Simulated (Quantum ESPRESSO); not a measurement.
pw.x input (Quantum ESPRESSO 7.5; LDA, PseudoDojo standard norm-conserving files, scalar-relativistic):

```
&CONTROL
  calculation = 'scf'
  pseudo_dir = './pseudo'
  outdir = './out'
  tprnfor = .true.
  tstress = .true.
/
&SYSTEM
  ibrav = 0
  nat = 3
  ntyp = 2
  ecutwfc = 84.0
  ecutrho = 336.0
  occupations = 'smearing'
  smearing = 'fd'
  degauss = 0.005
  nbnd = 26
/
&ELECTRONS
  conv_thr = 3e-10
/
ATOMIC_SPECIES
Ti 47.8670 Ti.upf
Te 127.6000 Te.upf
CELL_PARAMETERS angstrom
  3.824209996000   0.000000000000   0.000000000000
 -1.912104998000   3.311863006000   0.000000000000
  0.000000000000   0.000000000000   6.718250000000
ATOMIC_POSITIONS crystal
Ti   0.000000000000   0.000000000000   0.000000000000
Te   0.666666667000   0.333333333000   0.749830000000
Te   0.333333333000   0.666666667000   0.250170000000
K_POINTS automatic
15 15 8 0 0 0
```

End of the output:

```
     total energy              =    -537.08165811 Ry
     estimated scf accuracy    <       0.00000005 Ry
     total energy              =    -537.08165820 Ry
     estimated scf accuracy    <       0.00000017 Ry
     total energy              =    -537.08165820 Ry
     estimated scf accuracy    <       0.00000004 Ry
[...]
     the Fermi energy is     9.2886 ev
!    total energy              =    -537.08165820 Ry
     estimated scf accuracy    <          1.5E-11 Ry
     smearing contrib. (-TS)   =      -0.00170217 Ry
     internal energy E=F+TS    =    -537.07995603 Ry
     The total energy is F=E-TS. E is the sum of the following terms:
     one-electron contribution =    -261.89778674 Ry
     hartree contribution      =     144.77232799 Ry
     xc contribution           =    -114.00962381 Ry
     ewald contribution        =    -305.94487348 Ry
     convergence has been achieved in  12 iterations
     Forces acting on atoms (cartesian axes, Ry/au):
     atom    1 type  1   force =     0.00000000    0.00000000    0.00000000
     atom    2 type  2   force =     0.00000000    0.00000000    0.00697895
     atom    3 type  2   force =    -0.00000000   -0.00000000   -0.00697895
     Total force =     0.009870     Total SCF correction =     0.000027
     Computing stress (Cartesian axis) and pressure
          total   stress  (Ry/bohr**3)                   (kbar)     P=      -46.14
  -0.00034551   0.00000000   0.00000000          -50.83        0.00        0.00
   0.00000000  -0.00034551   0.00000000            0.00      -50.83        0.00
   0.00000000   0.00000000  -0.00024993            0.00        0.00      -36.77
```

Spin-orbit coupling is not included.

Geometry of the Materials Project entry, not relaxed at this level.
